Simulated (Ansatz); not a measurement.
HfC (rock salt, Fm-3m) at seven volumes, DFT-LDA in the program Ansatz with PAW potentials, scaled uniformly. One row is withheld.

| V (Å³/atom) | P (GPa) |
|---|---|
| 10.874 | 29.71 |
| 11.232 | 18.28 |
| 11.591 | 8.45 |
| 11.949 | 0.00 |
| 12.308 | -7.28 |
| 12.666 | ? |
| 13.025 | -18.96 |

**Question.** Fit the shown pressures and predict the withheld one.

**Answer.** P = (3/2)B₀(x^(7/2) − x^(5/2))[1 + (3/4)(B′ − 4)(x − 1)] with x = (V₀/V)^(2/3). Least squares on the six rows gives V₀ = 11.949 Å³/atom, B₀ = 261 GPa, B′ = 3.98. At V = 12.666, x = 0.9619 and P = -13.54 GPa. The run itself gave -13.56 GPa.

The LDA relaxation kept the symmetry of its start; of distortions, only those at the zone centre were tested. The run is not spin-polarised. Spin–orbit coupling is left out wherever it is not named.

Potentials: the later of the program's two PAW sets.
